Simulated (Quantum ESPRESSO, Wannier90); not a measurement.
**Wannier functions of MgPd (CsCl type)**

```
begin unit_cell_cart
ang
    3.1553800000    0.0000000000    0.0000000000
    0.0000000000    3.1553800000    0.0000000000
    0.0000000000    0.0000000000    3.1553800000
end unit_cell_cart
begin atoms_frac
Mg   0.0000000000  0.0000000000  0.0000000000
Pd   0.5000000000  0.5000000000  0.5000000000
end atoms_frac
```

Structure: Materials Project mp-506, symmetrised, not relaxed again. COD (Crystallography Open Database) has an entry of this formula and space group (matched by these alone). Method: PBEsol plane waves in Quantum ESPRESSO 7.5 (PseudoDojo norm-conserving files, 68 Ry, spinors with spin-orbit coupling), Bloch states on a 8×8×8 mesh through Γ, Wannier90 4.0.1. Density: 14×14×14 mesh, cold smearing 0.01 Ry.

A tight-binding model is made by disentanglement and projection with no localisation steps (num_iter = 0), so the 26 orbitals stay atom-like: hydrogen-like Mg: s;p; Pd: s;p;d, axes along x, y, z; frozen window up to 1.50 eV relative to the Fermi level. It follows pw.x to 36 meV rms for states up to 1.0 eV relative to the Fermi level. Matrix elements depend on this choice of orbitals and windows. Bands 3–4 (Mg 2s 100 %), 11–12 (Mg 2p 100 %), 13–16 (Mg 2p 100 %) lie between the kept ones and are excluded.

Q: What are the on-site energies relative to the Fermi level, and how fast do the hoppings decay?

A: 
| atom | orbitals | energy (eV) |
|---|---|---|
| Mg1 | s↑ s↓ | -0.59 |
| Mg1 | pz↑ pz↓ px↑ px↓ py↑ py↓ | 2.78 |
| Pd2 | s↑ s↓ | -80.35 |
| Pd2 | pz↑ pz↓ px↑ px↓ py↑ py↓ | -48.75 |
| Pd2 | dz2↑ dz2↓ dx2-y2↑ dx2-y2↓ | -2.82 |
| Pd2 | dxz↑ dxz↓ dyz↑ dyz↓ dxy↑ dxy↓ | -2.76 |

| distance of the centres (Å) | largest modulus (eV) |
|---|---|
| 2–3 | 3.1 |
| 3–4 | 3.9 |
| 4–5 | 0.58 |
| 5–6 | 0.43 |
| 6–7 | 0.29 |
| 7–8 | 0.13 |
| 8–9 | 0.13 |
| 9–10 | 0.090 |
| 10–11 | 0.039 |
| 11–12 | 0.058 |

Effective spin-orbit constants λ of λ L·S, from the same-site elements px↑–py↑ (λ/2) and dx2-y2↑–dxy↑ (λ), where they are among the larger elements: Pd2 p 2.7 eV.
